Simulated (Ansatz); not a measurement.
## Surface calculation: fcc Cu (110), 5 layers

The slab is cut from the fcc crystal, the stable phase, as relaxed on PAW files (10.88 Å³/atom), with 16 Å of vacuum and a dipole correction:

```
CELL_PARAMETERS angstrom
2.48755 0.00000 0.00000
0.00000 3.51792 0.00000
0.00000 0.00000 20.97510
ATOMIC_POSITIONS crystal
Cu 0.00000 0.00000 0.38140
Cu 0.50000 0.50000 0.44070
Cu 0.00000 0.00000 0.50000
Cu 0.50000 0.50000 0.55930
Cu 0.00000 0.00000 0.61860
```

All numbers are LDA results (scalar-relativistic) from Ansatz 0.2.0, with a Γ-centred 15×10×1 k mesh, Fermi–Dirac smearing of 0.08 eV, no spin polarisation. Methods: LAPW: all electrons, basis error target 1 meV/atom; PAW: frozen-core files, cutoff 420 eV.

The bulk energy comes from a cell in the slab's orientation on a 15×10×15 mesh. The surface energy is (E(slab) − N·E(bulk))/2A at zero smearing, the mean of both faces; thin slabs carry quantum-size effects.

The PAW files were made under PBE.

Task: As cut, the LAPW slab lies 2.375 eV above 5 atoms of bulk. What surface energy is that?

Result: Over two faces of 8.75 Å² it is 135.7 meV/Å², and times 16.02 J/m² per eV/Å² that gives γ = 2.174 J/m².

Task: What do relaxation and the other method give, and what work function comes out?

Result: 

```json
{"method": "LAPW", "γ as cut (J/m²)": "2.174", "γ relaxed (J/m²)": "2.111", "Φ as cut (eV)": "4.68", "Φ relaxed (eV)": "4.72"}
{"method": "PAW", "γ as cut (J/m²)": "2.175", "γ relaxed (J/m²)": "2.112", "Φ as cut (eV)": "4.68", "Φ relaxed (eV)": "4.73"}
```

Task: How do the spacings between the planes relax?

Result: From the bottom face up: d12 -10.0 % of 1.244 Å, d23 +2.6 % of 1.244 Å, d34 +2.6 % of 1.244 Å, d45 -10.0 % of 1.244 Å.

Task: What changes if the images along the normal are cut off in place of the dipole correction?

Result: LAPW then gives: no gap, work function 4.72 eV; PAW: no gap, work function 4.73 eV.

Task: What changes if the vacuum is set to 9 Å?

Result: LAPW then gives: no gap, work function 4.73 eV; PAW: no gap, work function 4.73 eV. The program warns that the vacuum is too thin.

Task: A 2p core hole is made on one atom of each kind in every 1×1 cell (PAW hole dataset, neutral cell, valence without spin). What does it cost by layer?

Result: layer 1 935.77 eV, layer 2 936.09 eV, layer 3 936.11 eV. Shifts between layers mean more than the absolute values, and a whole layer of holes screens otherwise than one hole.

Task: In the relaxed 1×1 cell, replace the outer, then the middle Cu by Zn, which changes a whole layer. What shift does this Z+1 picture give?

Result: E(outer) − E(middle) = -0.29 eV by LAPW and -0.29 eV by PAW; a positive value puts the surface line at higher binding energy.
